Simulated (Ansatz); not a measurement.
Ansatz (a program for electronic structure) input:

Ansatz 0.2 input:
```yaml
crystal:
  lattice:
    - [5.1788600455, 0.0, 0.0]
    - [0.0, 5.1788600455, 0.0]
    - [0.0, 0.0, 5.1788600455]
  atoms:
    - { symbol: Sr, position: [0.0, 0.5, 0.5] }
    - { symbol: Sr, position: [0.5, 0.0, 0.5] }
    - { symbol: Sr, position: [0.5, 0.5, 0.0] }
    - { symbol: Sb, position: [0.0, 0.0, 0.0] }
    - { symbol: N, position: [0.5, 0.5, 0.5] }
kpoints:
  mp_grid: { grid: [3, 3, 3] }
hamiltonian:
  xc: hse06
  pseudopotentials: { kind: paw }
magnetization: { noncollinear: true, spin_orbit: true }
scf:
  n_extra_bands: 12
  occupations: { method: gaussian, width: 0.02 }
output:
  eigenvalues: true
  eigenstates:
    e_range: [-9.0, 9.5]
    kpoints:
      - [0.0, 0.0, 0.0]  # VBM
      - [0.0, 0.0, 0.0]  # CBM
      - [0.0, 0.0, 0.0]  # GAMMA
      - [0.5, 0.5, 0.5]  # R
      - [0.5, 0.5, 0.0]  # M
      - [0.0, 0.5, 0.0]  # X
```

Output (shortened):

```
Pseudopotential: Sr, paw_fr, valence charge 10
Pseudopotential: Sb, paw_fr, valence charge 15
Pseudopotential: N, paw_fr, valence charge 5
Functional definition: HSE06
non-collinear run that drives no moment, with spin-orbit …
Crystal: 5 atoms, lattice volume = 138.900 Å³
Basis set: ecut = 420 eV, 2721 PW (Γ)
Bands: 62, of which v1, the nominal top of the filled ones, is band 50 counted from 1 (49 counted from 0)
Symmetry: 48 space group operations + 48 with time reversal
k-points: 4 of 27
Projection manifold: j_resolved (fully-relativistic pseudo-atomic orbitals)
SCF iter   1: F=—  HF=-17511.230390 eV  |F-HF|=—  |Δ(HF+E_count)|=         —  Δρ=3.50e-2  dr2=4.75e0  dr2_m=0.00e0 (ungated)  ethr=1.00e-1  |M|=0.00e0 ∫|m|=0.00e0 μB  |m|>n=0.0e0 m-floor=0.0e0 τ_xc=0.0e0  β_m=0.30  ⟨swp⟩=8.5  Hψ=928  notcnv=0
preconditioner: auto → none
SCF iter   2: F=—  HF=-17509.988986 eV  |F-HF|=—  |Δ(HF+E_count)|=    1.24e0  Δρ=2.48e-2  dr2=7.03e-1  dr2_m=0.00e0 (ungated)  ethr=9.50e-3  |M|=0.00e0 ∫|m|=0.00e0 μB  |m|>n=0.0e0 m-floor=0.0e0 τ_xc=0.0e0  β_m=0.32  ⟨swp⟩=4.5  Hψ=654  notcnv=0
SCF iter   3: F=—  HF=-17509.929320 eV  |F-HF|=—  |Δ(HF+E_count)|=   5.97e-2  Δρ=1.14e-2  dr2=2.37e-1  dr2_m=0.00e0 (ungated)  ethr=1.41e-3  |M|=0.00e0 ∫|m|=0.00e0 μB  |m|>n=0.0e0 m-floor=0.0e0 τ_xc=0.0e0  β_m=0.39  ⟨swp⟩=4.0  Hψ=598  notcnv=0
SCF iter   4: F=—  HF=-17509.937407 eV  |F-HF|=—  |Δ(HF+E_count)|=   8.09e-3  Δρ=7.80e-3  dr2=6.50e-2  dr2_m=0.00e0 (ungated)  ethr=4.74e-4  |M|=0.00e0 ∫|m|=0.00e0 μB  |m|>n=0.0e0 m-floor=0.0e0 τ_xc=0.0e0  β_m=0.43  ⟨swp⟩=4.5  Hψ=602  notcnv=0
iter 5 solved again at ethr=3.36e-6 eV; its pass at ethr=1.30e-4 eV (dr2=1.68e-3 eV) is discarded
SCF iter   5: F=—  HF=-17509.945474 eV  |F-HF|=—  |Δ(HF+E_count)|=   8.07e-3  Δρ=1.51e-3  dr2=1.87e-3  dr2_m=0.00e0 (ungated)  ethr=3.36e-6  |M|=0.00e0 ∫|m|=0.00e0 μB  |m|>n=0.0e0 m-floor=0.0e0 τ_xc=0.0e0  β_m=0.57  ⟨swp⟩=4.0  Hψ=1274  notcnv=0
SCF iter   6: F=—  HF=-17509.946276 eV  |F-HF|=—  |Δ(HF+E_count)|=   8.03e-4  Δρ=2.37e-4  dr2=6.33e-5  dr2_m=0.00e0 (ungated)  ethr=3.36e-6  |M|=0.00e0 ∫|m|=0.00e0 μB  |m|>n=0.0e0 m-floor=0.0e0 τ_xc=0.0e0  β_m=0.64  ⟨swp⟩=3.0  Hψ=570  notcnv=0
SCF iter   7: F=—  HF=-17509.946279 eV  |F-HF|=—  |Δ(HF+E_count)|=   2.28e-6  Δρ=6.34e-5  dr2=5.54e-6  dr2_m=0.00e0 (ungated)  ethr=1.27e-7  |M|=0.00e0 ∫|m|=0.00e0 μB  |m|>n=0.0e0 m-floor=0.0e0 τ_xc=0.0e0  β_m=0.79  ⟨swp⟩=3.8  Hψ=624  notcnv=0
SCF iter   8: F=-17509.946277 eV  HF=-17509.946278 eV  |F-HF|=8.58e-7  |Δ(HF+E_count)|=   1.17e-6  Δρ=2.57e-5  dr2=1.21e-6  dr2_m=0.00e0 (ungated)  ethr=1.11e-8  |M|=0.00e0 ∫|m|=0.00e0 μB  |m|>n=0.0e0 m-floor=0.0e0 τ_xc=0.0e0  ⟨swp⟩=4.0  Hψ=664  notcnv=0
SCF 1 stopped early in 8 iterations: F = -17509.946277 eV  dr2 = 1.21e-6
Crystal: 5 atoms, lattice volume = 138.900 Å³
Projection manifold: j_resolved (fully-relativistic pseudo-atomic orbitals)
Exchange kernel: α = 0.2500, screened, ω = 0.2079 Å⁻¹, Wigner–Seitz truncation, v(0) = 1031.9024 eV·Å³, q-mesh 3×3×3, nearest image of the exchange supercell L …
Frozen-core exchange: fock
SCF iter   1: F=—  HF=-17513.119332 eV  |F-HF|=—  |Δ(HF+E_count)|=         —  Δρ=4.44e-3  dr2=5.48e-2  dr2_m=0.00e0 (ungated)  ethr=2.42e-8  |M|=0.00e0 ∫|m|=0.00e0 μB  |m|>n=0.0e0 m-floor=0.0e0 τ_xc=0.0e0  β_m=0.30  ⟨swp⟩=11.2  Hψ=1636  notcnv=0
preconditioner: auto → none
SCF iter   2: F=—  HF=-17513.104940 eV  |F-HF|=—  |Δ(HF+E_count)|=   1.44e-2  Δρ=2.04e-3  dr2=5.85e-3  dr2_m=0.00e0 (ungated)  ethr=2.42e-8  |M|=0.00e0 ∫|m|=0.00e0 μB  |m|>n=0.0e0 m-floor=0.0e0 τ_xc=0.0e0  β_m=0.57  ⟨swp⟩=6.8  Hψ=1166  notcnv=0
SCF iter   3: F=—  HF=-17513.116631 eV  |F-HF|=—  |Δ(HF+E_count)|=   1.17e-2  Δρ=6.79e-4  dr2=5.62e-4  dr2_m=0.00e0 (ungated)  ethr=2.42e-8  |M|=0.00e0 ∫|m|=0.00e0 μB  |m|>n=0.0e0 m-floor=0.0e0 τ_xc=0.0e0  β_m=0.57  ⟨swp⟩=6.0  Hψ=1120  notcnv=0
SCF iter   4: F=—  HF=-17513.116515 eV  |F-HF|=—  |Δ(HF+E_count)|=   1.16e-4  Δρ=1.95e-4  dr2=8.67e-5  dr2_m=0.00e0 (ungated)  ethr=2.42e-8  |M|=0.00e0 ∫|m|=0.00e0 μB  |m|>n=0.0e0 m-floor=0.0e0 τ_xc=0.0e0  β_m=0.69  ⟨swp⟩=5.0  Hψ=746  notcnv=0
SCF iter   5: F=—  HF=-17513.116726 eV  |F-HF|=—  |Δ(HF+E_count)|=   2.11e-4  Δρ=1.06e-4  dr2=1.99e-5  dr2_m=0.00e0 (ungated)  ethr=2.42e-8  |M|=0.00e0 ∫|m|=0.00e0 μB  |m|>n=0.0e0 m-floor=0.0e0 τ_xc=0.0e0  β_m=0.69  ⟨swp⟩=4.8  Hψ=718  notcnv=0
SCF iter   6: F=-17513.116720 eV  HF=-17513.116721 eV  |F-HF|=6.88e-7  |Δ(HF+E_count)|=   4.94e-6  Δρ=1.98e-5  dr2=1.65e-6  dr2_m=0.00e0 (ungated)  ethr=2.42e-8  |M|=0.00e0 ∫|m|=0.00e0 μB  |m|>n=0.0e0 m-floor=0.0e0 τ_xc=0.0e0  ⟨swp⟩=3.8  Hψ=526  notcnv=0
SCF 2 stopped early in 6 iterations: F = -17513.116720 eV  dr2 = 1.65e-6
hybrid outer 1: dexx = +1.558e-2 eV, tail = 2.87e-5 eV
Crystal: 5 atoms, lattice volume = 138.900 Å³
Projection manifold: j_resolved (fully-relativistic pseudo-atomic orbitals)
Exchange kernel: α = 0.2500, screened, ω = 0.2079 Å⁻¹, Wigner–Seitz truncation, v(0) = 1031.9024 eV·Å³, q-mesh 3×3×3, nearest image of the exchange supercell L …
Frozen-core exchange: fock
SCF iter   1: F=—  HF=-17513.116692 eV  |F-HF|=—  |Δ(HF+E_count)|=         —  Δρ=3.79e-5  dr2=2.60e-6  dr2_m=0.00e0 (ungated)  ethr=2.87e-7  |M|=0.00e0 ∫|m|=0.00e0 μB  |m|>n=0.0e0 m-floor=0.0e0 τ_xc=0.0e0  β_m=0.30  ⟨swp⟩=5.8  Hψ=680  notcnv=0
preconditioner: auto → none
SCF iter   2: F=—  HF=-17513.116692 eV  |F-HF|=—  |Δ(HF+E_count)|=   6.12e-7  Δρ=1.97e-5  dr2=2.83e-7  dr2_m=0.00e0 (ungated)  ethr=4.58e-9  |M|=0.00e0 ∫|m|=0.00e0 μB  |m|>n=0.0e0 m-floor=0.0e0 τ_xc=0.0e0  β_m=0.61  ⟨swp⟩=3.0  Hψ=508  notcnv=0
SCF iter   3: F=—  HF=-17513.116692 eV  |F-HF|=—  |Δ(HF+E_count)|=   1.65e-8  Δρ=9.87e-6  dr2=2.02e-7  dr2_m=0.00e0 (ungated)  ethr=5.20e-10  |M|=0.00e0 ∫|m|=0.00e0 μB  |m|>n=0.0e0 m-floor=0.0e0 τ_xc=0.0e0  β_m=0.53  ⟨swp⟩=4.0  Hψ=660  notcnv=0
SCF iter   4: F=-17513.116692 eV  HF=-17513.116692 eV  |F-HF|=5.08e-8  |Δ(HF+E_count)|=   4.01e-8  Δρ=5.57e-6  dr2=8.03e-8  dr2_m=0.00e0 (ungated)  ethr=3.57e-10  |M|=0.00e0 ∫|m|=0.00e0 μB  |m|>n=0.0e0 m-floor=0.0e0 τ_xc=0.0e0  ⟨swp⟩=2.2  Hψ=452  notcnv=0
SCF 3 converged in 4 iterations: F = -17513.116692 eV  dr2 = 8.03e-8
hybrid outer 2: dexx = +2.429e-7 eV, tail = 1.74e-7 eV, Δε = 1.30e-3 eV (about 1.43e-4 eV left of the loop's levels)
NSCF: frozen V_eff on 6 k-points
hybrid SCF converged: 2 outer / 10 inner (+8 warm-up), last move |dexx| = 2.43e-7 eV, tail = 1.74e-7 eV
Stability not checked (fock_operator)
Magnetization: |M| = 0.0000 μB,  M = (+0.0000, +0.0000, +0.0000) μB
Absolute magnetization: 0.0000 μB (∫|m|)
  site 0: m = (+0.0000, +0.0000, +0.0000) μB, |m| = 0.0000 μB  (R = 1.07 Å)
  site 1: m = (+0.0000, +0.0000, +0.0000) μB, |m| = 0.0000 μB  (R = 1.07 Å)
  site 2: m = (+0.0000, +0.0000, +0.0000) μB, |m| = 0.0000 μB  (R = 1.07 Å)
  site 3: m = (+0.0000, +0.0000, +0.0000) μB, |m| = 0.0000 μB  (R = 1.51 Å)
  site 4: m = (+0.0000, +0.0000, +0.0000) μB, |m| = 0.0000 μB  (R = 1.07 Å)
Free energy (F): -17513.116692 eV
Frozen-core exchange: fock
Harris-Foulkes:  -17513.116692 eV  (|F-HF|=5.08e-8)
Internal energy: -17513.116692 eV  (E = F + TS)
E sigma→0 (E₀):  -17513.116692 eV
Fermi energy:    8.662783 eV
--- Per-component energies (eV) ---
  E_band       = -509.195804
  E_kinetic    = 1074.498555
  E_local      = -3774.166178  (includes V_loc(G=0)·N_el)
  E_nonlocal   = 1012.412099
  E_hartree    = 1283.314105
  E_xc         = -576.683142
  E_vxc        = -528.568055  (∫ρ·V_xc dr)
  E_exx        = -123.680577  (= α·E_x^exact, valence–valence)
  E_paw        = -12816.235652  (= ΣΔE_a)
  E_vpaw       = -612.642244  (= ΣTr[D̂ρ^β])
  E_aug_tail   = 0.000086  (compensation charges beyond the density's cutoff)
  E_ewald      = -3591.480962
  E_core_change = -1.095025  (= ΣΔE_core)
  E_smearing   =  0.000000  (= −TS)
  E_closure    =  0.000000  (closes the sum)
  Σ components = -17513.116692   (vs F -17513.116692, Δ=-3.64e-12)
  [band-id]    e_kinetic+e_local+e_nonlocal+2·e_hartree+e_vxc+2·e_exx+e_vpaw+e_augmentation_tail = -509.198681   (vs E_band -509.195804, Δ=-2.88e-3)
--- Band table (eV) ---
  k-point 0: bands = ["-29.3457", "-29.3457", "-29.2286", "-29.2286", "-29.2286", "-29.2286", "-22.5405", "-22.5405", "-22.5405", "-22.5405", "-21.2718", "-21.2718", "-21.2701", "-21.2701", "-21.2701", "-21.2701", "-11.0529", "-11.0529", "-11.0529", …
  k-point 1: bands = ["-29.3208", "-29.3208", "-29.2529", "-29.2529", "-29.2283", "-29.2283", "-22.5406", "-22.5406", "-22.5405", "-22.5405", "-21.2718", "-21.2718", "-21.2702", "-21.2702", "-21.2699", "-21.2699", "-11.0394", "-11.0394", "-10.9956", …
  k-point 2: bands = ["-29.3000", "-29.3000", "-29.2570", "-29.2570", "-29.2438", "-29.2438", "-22.5406", "-22.5406", "-22.5404", "-22.5404", "-21.2718", "-21.2718", "-21.2701", "-21.2701", "-21.2698", "-21.2698", "-11.0504", "-11.0504", "-10.9922", …
  k-point 3: bands = ["-29.2860", "-29.2860", "-29.2567", "-29.2567", "-29.2566", "-29.2566", "-22.5404", "-22.5404", "-22.5403", "-22.5403", "-21.2717", "-21.2717", "-21.2698", "-21.2698", "-21.2698", "-21.2698", "-11.1517", "-11.1517", "-10.9920", …
```

Cost: roughly 6 core-minutes on shared cores.

The points marked VBM and CBM come from a semilocal run.

Space group Pm-3m (anti-perovskite). The first step of the workflow began from a Materials Project structure, measured or hypothetical; the Crystallography Open Database copy checked does not list it. Its standing as an ambient phase is unchecked. The cell was relaxed with HSE06 under the symmetry of its start; whether a distortion lowers the energy is not shown.

Potentials: the later of the program's two PAW sets.

Ansatz is a plane-wave DFT program.
